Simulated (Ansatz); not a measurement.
zincblende-structured CuAs

Computed with Ansatz (plane waves, PAW, 420 eV cutoff): PBEsol, scalar-relativistic, no spin polarisation, 12×12×12 k-mesh, Gaussian smearing of 0.05 eV; PAW files: Ansatz's generated set soft_2.

Space group F-43m (No. 216). a = 5.361 Å, b = 5.361 Å, c = 5.361 Å, α = 90.00°, β = 90.00°, γ = 90.00°
```
atom  site  symmetry       x       y       z
  Cu    4a      -43m  0.0000  0.0000  0.0000
  As    4d      -43m  0.2500  0.2500  0.7500
```

The structure was built from a prototype; whether the compound forms in it isn't claimed.

The cell above was scaled in volume, its shape and atoms being fixed by the lattice's symmetry. Energies are counted from the cell above.

Cell and atoms are those of this level's equilibrium.

```json
{"V (Å³/atom)": "18.484", "ΔE (meV/atom)": "8.45", "P from the stress (GPa)": "3.77"}
{"V (Å³/atom)": "18.869", "ΔE (meV/atom)": "1.90", "P from the stress (GPa)": "1.72"}
{"V (Å³/atom)": "19.255", "ΔE (meV/atom)": "0.00", "P from the stress (GPa)": "-0.10"}
{"V (Å³/atom)": "19.640", "ΔE (meV/atom)": "2.25", "P from the stress (GPa)": "-1.72"}
{"V (Å³/atom)": "20.025", "ΔE (meV/atom)": "8.19", "P from the stress (GPa)": "-3.15"}
```

Q: Do the energies and the pressures agree? Compare −ΔE/ΔV between neighbouring points (1 meV/Å³ = 0.1602 GPa) with the mean of their pressures.

A: 
```json
{"interval (Å³/atom)": "18.48 to 18.87", "−ΔE/ΔV (GPa)": "2.7", "mean P (GPa)": "2.7"}
{"interval (Å³/atom)": "18.87 to 19.25", "−ΔE/ΔV (GPa)": "0.8", "mean P (GPa)": "0.8"}
{"interval (Å³/atom)": "19.25 to 19.64", "−ΔE/ΔV (GPa)": "-0.9", "mean P (GPa)": "-0.9"}
{"interval (Å³/atom)": "19.64 to 20.02", "−ΔE/ΔV (GPa)": "-2.5", "mean P (GPa)": "-2.4"}
```
They differ by 0.04 GPa at most.

Q: What do the two routes give for V0, B0 and B0′?

A: A third-order Birch–Murnaghan fit of the energies: V0 = 19.23 Å³/atom, B0 = 87 GPa, B0′ = 4.7. A polynomial of P in ln V, with B = −dP/d ln V at P = 0: V0 = 19.23 Å³/atom, B0 = 86 GPa, B0′ = 4.9.

B0·V0 = 86.7 GPa × 19.23 Å³ = 10.40 eV/atom sets the scale: near the minimum ΔE ≈ ½ B0 V0 x², with x = V/V0 − 1, and a pressure of 0.9 GPa squeezes the volume by about 1 %. At the ends of the curve: x = −3.9 % predicts 7.8 meV/atom and the run gives 8.4; x = +4.1 % predicts 8.9 meV/atom and the run gives 8.2. Compression costs more and expansion less than the parabola says, since the crystal stiffens as it shrinks; B0′ measures that. The run is a metal.
